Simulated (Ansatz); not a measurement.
CH in its lowest state found on the top face of a (001) slab of Au (P6_3/mmc (No. 194)), 5 planes, outer planes Au (top) and Au (bottom); 1 a cell of 7.11 Å², its atoms last:

```
Au C H
1.0
     2.86519    0.00000    0.00000
    -1.43260    2.48133    0.00000
     0.00000    0.00000   29.68116
Au C H
5 1 1
Direct
  0.33333 0.66667 0.28638
  0.66667 0.33333 0.36708
  0.33333 0.66667 0.44817
  0.66667 0.33333 0.52839
  0.33333 0.66667 0.60847
  0.00000 0.00000 0.64867
  0.00000 0.00000 0.68572
```

All numbers below come from DFT PBEsol, scalar-relativistic, plane waves, PAW in Ansatz. Plane waves to 420 eV, a k mesh through Γ of 12×12×1 on the computed 7-atom cell and Gaussian smearing (0.10 eV); no spin polarisation. A dipole correction removes the field between periodic images along c.

The clean top face has a work function of 5.37 eV. Adsorption changes the slab's dipole along +c by Δp = +0.1199 e·Å a cell (+0.58 D an adsorbate).

(1) What change of work function does the Helmholtz equation give?

(2) How does that compare with the calculation?

(3) What does the sign say about the electrons?

Spin-orbit coupling is left out, which matters for the bands of heavy elements.

Answers

(1) A sheet of dipoles makes a step in an electron's potential energy of −e·Δp/(ε0·A), and e/ε0 = 180.95 eV·Å for Δp in e·Å: −180.95 × (0.1199)/7.11 = -3.05 eV. This is the change of φ(top) − φ(bottom). If the bottom face is unmoved, φ(top) becomes 2.32 eV.

(2) φ(top) changes by -3.06 eV and φ(bottom) by -0.01 eV, so their difference changes by -3.05 eV. The bottom face hardly moves.

(3) The change of dipole points out of the surface, so the work function falls. The molecule's own dipole can set this sign. Δp also holds the adsorbate's own dipole and the moves of the surface atoms, so it isn't a charge transfer alone.

The reference crystal is a form of Au, which isn't its usual structure.